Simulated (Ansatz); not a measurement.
# Ag: clamped-ion strain scan

The calculation used Ansatz, DFT PBEsol, scalar-relativistic, plane waves, PAW. Cutoff 420 eV, Γ-centred 20×20×20 k-points, Gaussian smearing of 0.15 eV. No spin polarisation. Energies are free energies at this smearing, counted from the undisturbed cell; pressure is positive in compression.

Reference structure (as given, not relaxed at this level; it stands at -7.2 GPa; this bcc form isn't the usual structure):

```yaml
crystal:
  lattice:
    - [-1.65565, 1.65565, 1.65565]
    - [1.65565, -1.65565, 1.65565]
    - [1.65565, 1.65565, -1.65565]
  atoms:
    - { symbol: Ag, position: [0.00000, 0.00000, 0.00000] }
```

The cell is strained by ε times the Voigt pattern (0, 0, 0, 1, 0, 0) (xx, yy, zz, yz, xz, xy; engineering shear) with fractional coordinates fixed. The cell is metallic on the mesh throughout.

```
      ε  ΔE (meV/atom) stress summed along the pattern (GPa, tension positive) pressure (GPa)
-0.1500              ?                                                    -7.44               ?
-0.0750           10.8                                                    -3.09            -6.7
 0.0000            0.0                                                     0.00            -7.2
 0.0187            0.6                                                     0.61            -7.2
 0.0375            2.4                                                     1.33            -7.1
 0.0562            5.7                                                     2.15            -7.0
 0.0937           17.8                                                     4.12            -6.4
 0.1125              ?                                                        ?            -5.9
 0.1312           38.5                                                     6.33            -5.4
```

By symmetry 0.1500 repeats -0.1500, -0.1125 repeats 0.1125, 0.0750 repeats -0.0750, -0.0375 repeats 0.0375 in energy; the slope of the energy along the path changes sign there.

Problem. Give the withheld values.

Solution. ΔE (meV/atom) at ε = -0.1500: 52.4; pressure (GPa) at ε = -0.1500: -4.8; ΔE (meV/atom) at ε = 0.1125: 27.1; stress summed along the pattern (GPa, tension positive) at ε = 0.1125: 5.21.